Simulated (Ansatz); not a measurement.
Ta$_{2}$GaC:
```xyz
8
Lattice="3.0941 0.0000 0.0000 -1.5471 2.6796 0.0000 0.0000 0.0000 13.4810" Properties=species:S:1:pos:R:3 pbc="T T T"
Ta     0.0000     1.7864     7.9649
Ta     1.5471     0.8932     5.5162
Ta     1.5471     0.8932     1.2244
Ta     0.0000     1.7864    12.2567
Ga     0.0000     1.7864     3.3703
Ga     1.5471     0.8932    10.1108
C      0.0000     0.0000     0.0000
C      0.0000     0.0000     6.7405
```

This is the PBEsol-relaxed structure. Cartesian axes are those of the cell as given.

Q: All from PBEsol (plane waves, PAW; program Ansatz), unless another level is named. Give the Hill bulk and shear moduli.

A: 211 and 123 GPa.

Q: Predict the elastic constants (relaxed ions, GPa).

A: C11 = 354, C12 = 116, C13 = 159, C33 = 325, C44 = 156.

Space group P6_3/mmc. The workflow started from a Materials Project entry (that database holds measured and hypothetical structures alike); the Crystallography Open Database copy checked does not list it. Whether it is the stable phase at ambient conditions was not checked. The PBEsol relaxation kept the symmetry of its start; whether a distortion lowers the energy is not shown. No spin polarisation was allowed. As this level gives no gap, shear constants depend on the k-mesh and smearing (Fermi–Dirac, 0.1 eV here). On the denser mesh and wider smearing of the elastic run this cell carries a stress of 0.3 GPa. Scalar-relativistic: spin–orbit coupling is off unless named, which matters more the heavier the elements.

Potentials: the later of the program's two PAW sets.
